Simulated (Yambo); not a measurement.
## Optical response of BaCNSCl

```
CELL_PARAMETERS angstrom
      5.91309     0.00000     0.00000
      0.00000     4.68980     0.00000
     -1.34865     0.00000     8.80226
ATOMIC_POSITIONS crystal
  C  0.39394 0.25000 0.84562
  C  0.60606 0.75000 0.15438
  N  0.57901 0.25000 0.80905
  N  0.42099 0.75000 0.19095
  S  0.85986 0.75000 0.10390
  S  0.14014 0.25000 0.89610
  Cl 0.74783 0.25000 0.45163
  Cl 0.25217 0.75000 0.54837
  Ba 0.78990 0.75000 0.69859
  Ba 0.21010 0.25000 0.30141
```

Yambo, RPA with local fields on PBEsol bands; 4×4×2 mesh, 175 bands, 3 Ry local-field block, 0.2 eV broadening; field along y.

```csv
E (eV),Im ε,Re ε,"Im ε, independent particles"
0.0,0.00,2.81,0.00
0.5,0.01,2.82,0.01
1.0,0.01,2.83,0.01
1.5,0.02,2.87,0.02
2.0,0.02,2.92,0.03
2.5,0.03,2.99,0.04
3.0,0.05,3.09,0.06
3.5,0.07,3.24,0.09
4.0,0.13,3.47,0.16
4.5,0.39,3.81,0.44
5.0,0.84,4.00,1.03
5.5,1.34,4.14,1.81
6.0,2.06,3.70,2.57
6.5,2.26,3.39,2.85
7.0,2.54,2.86,3.24
7.5,2.31,2.39,2.99
8.0,2.30,2.43,3.14
8.5,2.60,2.05,3.57
9.0,2.50,1.66,3.31
9.5,2.41,1.29,3.45
10.0,2.16,1.18,3.41
10.5,2.08,0.93,2.87
11.0,1.89,0.80,2.41
11.5,1.46,0.79,1.80
12.0,1.38,0.95,1.85
12.5,1.41,0.95,1.80
13.0,1.37,0.96,1.64
13.5,1.36,0.89,1.65
14.0,1.25,0.84,1.60
14.5,1.17,0.89,1.48
15.0,1.14,0.86,1.47
15.5,1.11,0.90,1.95
16.0,1.28,0.87,1.91
16.5,1.15,0.71,1.69
17.0,0.96,0.67,1.86
17.5,0.87,0.76,1.86
18.0,0.87,0.84,1.87
18.5,0.89,0.93,1.84
19.0,1.02,0.96,1.30
19.5,1.21,0.90,1.01
20.0,1.17,0.66,0.88
```

Peak heights and small wiggles depend on the k mesh. Convergence of the RPA response with its 4×4×2 mesh was not tested. No excitonic effects at this level.

Geometry of the Materials Project entry, not relaxed at this level.
